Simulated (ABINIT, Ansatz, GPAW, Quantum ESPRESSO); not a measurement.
# TaVN2: net moment per atom by level of theory

Symmetry: P4/mmm, No. 123, tetragonal system. Conventional cell: a = 3.050 Å, b = 3.050 Å, c = 4.296 Å, α = 90.00°, β = 90.00°, γ = 90.00°. Around Ta (site symmetry 4/mmm) lie 6 N at 2.15 to 2.16 Å. V (site symmetry 4/mmm) has 6 N at 2.15 to 2.16 Å as nearest neighbours. N (site symmetry 4/mmm) is surrounded by 2 V at 2.15 Å and 4 Ta at 2.16 Å. Around N (site symmetry 4/mmm) lie 2 Ta at 2.15 Å and 4 V at 2.16 Å.

The cell comes from a database or a generator and needn't be the stable form of this composition.

| rung | level | program and potentials | cutoff (eV) | k mesh | smearing | task | core time | chip | net moment per atom (μB) | notes |
| --- | --- | --- | --- | --- | --- | --- | --- | --- | --- | --- |
| GGA | PBE | Ansatz, all-electron LAPW, scalar-relativistic | - | 9 × 9 × 6 | fermi-dirac 0.05 | band structure | 55 s | AMD EPYC 9R45 Zen 5 | 0.29 | - |
| GGA | PBE | GPAW, GPAW PAW data sets (gpaw-data 1.2.1) | 800 | 6 × 6 × 4 | fermi-dirac 0.05 | band structure | 3 min | AMD EPYC 7R43 Zen 3 | 0.29 | coarse mesh; 9 valence electrons an atom on average |
| GGA | PBEsol | GPAW, PAW data sets generated for this functional | 800 | 6 × 6 × 4 | fermi-dirac 0.05 | band structure | 3.3 min | Arm Neoverse V2 | 0.26 | coarse mesh; 9 valence electrons an atom on average |
| GGA | PBE | GPAW, GPAW PAW data sets (gpaw-data 1.2.1) | 800 | 9 × 9 × 6 | gaussian 0.1 | single point | 3.4 min | Intel Xeon Platinum 8259CL Skylake/Cascade Lake | 0.29 | 9 valence electrons an atom on average |
| GGA | PBEsol | Quantum ESPRESSO, GBRV 1.5 PBEsol | 762 | 9 × 9 × 6 | fermi-dirac 0.05 | band structure | 3.5 min | Arm Neoverse V2 | 0.22 | 9 valence electrons an atom on average |
| GGA | PBEsol | Ansatz, all-electron LAPW, inner shells corrected to Dirac's equation | - | 9 × 9 × 6 | fermi-dirac 0.05 | band structure | 4.6 min | Intel Xeon Skylake/Cascade Lake | 0.23 | - |
| LDA | LDA | Quantum ESPRESSO, GBRV 1.5 LDA | 762 | 9 × 9 × 6 | fermi-dirac 0.05 | band structure | 5 min | Arm Neoverse V2 | 0.00 | 9 valence electrons an atom on average |
| GGA | PBEsol | Ansatz, PAW datasets made for the crystal | 500 | 9 × 9 × 6 | fermi-dirac 0.05 | band structure | 6.7 min | Intel Xeon Skylake/Cascade Lake | 0.23 | 12.5 valence electrons an atom on average |
| GGA | PBEsol | ABINIT, JTH PAW PBE v2.0 | 707 | 9 × 9 × 6 | fermi-dirac 0.05 | single point | 6.9 min | Arm Neoverse V1 | 0.22 | potentials made for PBE; 9 valence electrons an atom on average |
| meta-GGA | r2SCAN | GPAW, GPAW PAW data sets (gpaw-data 1.2.1) | 800 | 6 × 6 × 4 | fermi-dirac 0.05 | band structure | 7.3 min | AMD EPYC 7R43 Zen 3 | 0.48 | coarse mesh; potentials made for PBE; 9 valence electrons an atom on average |
| GGA | PBE | ABINIT, JTH PAW PBE v2.0 | 707 | 8 × 8 × 5 | fermi-dirac 0.05 | band structure | 7.4 min | Arm Neoverse V1 | 0.29 | 9 valence electrons an atom on average |
| LDA | LDA | ABINIT, JTH PAW LDA v2.0 | 707 | 8 × 8 × 5 | fermi-dirac 0.05 | band structure | 11 min | Arm Neoverse N1 | 0.12 | 9 valence electrons an atom on average |

Times are single runs on shared hosts and different chips, so they are rough; meshes, cutoffs and the tasks' sizes weigh on the time. All rows: collinear spin, ferromagnetic start. Smearing widths are in eV. For a metal such meshes aren't converged. Meshes differ between rows, which moves values too. Meshes are those of the run's cell of 4 atoms unless a note names another. A magnetic state is the one that its parallel start led to; the crystal's real order can differ. Runs on faulty files, with rough fits or with known faults for this quantity aren't shown. No row holds spin-orbit coupling.

By rung: LDA 0.00 to 0.12; GGA 0.22 to 0.29; GGA on coarse meshes 0.26 to 0.29; meta-GGA on coarse meshes 0.48 (μB).
